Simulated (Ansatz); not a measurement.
Here is the system:

GaN:
```cif
data_GaN
_chemical_formula_sum 'Ga1 N1'
_space_group_name_H-M_alt 'P 1'
_space_group_IT_number 1
_cell_length_a 2.69913
_cell_length_b 2.69913
_cell_length_c 2.69913
_cell_angle_alpha 90.000
_cell_angle_beta 90.000
_cell_angle_gamma 90.000
loop_
_space_group_symop_operation_xyz
  'x, y, z'
loop_
_atom_site_label
_atom_site_type_symbol
_atom_site_fract_x
_atom_site_fract_y
_atom_site_fract_z
_atom_site_occupancy
Ga1 Ga 0.00000 0.00000 0.00000 1
N1 N 0.50000 0.50000 0.50000 1
```

This is the r²SCAN-relaxed structure.

**Question.** All from r²SCAN in the plane-wave PAW code Ansatz, unless another level is named. Predict the bulk modulus (Birch–Murnaghan fit).

**Answer.** 172 GPa.

**Question.** Predict the elastic constants (relaxed ions, GPa).

**Answer.** C11 = 325, C12 = 99.1, C44 = -94.4.

Space group Pm-3m (CsCl type). A made-up cell: these elements were put on the sites of a structure type; neither database checked (COD, Materials Project) lists it. It is not the phase usual at ambient conditions (space group No. 186, 216). Symmetry was held in the r²SCAN relaxation. At this level the phase is mechanically unstable. As this level gives no gap, shear constants depend on the k-mesh and smearing (Fermi–Dirac, 0.1 eV here).

Potentials: the earlier of the program's two PAW sets.
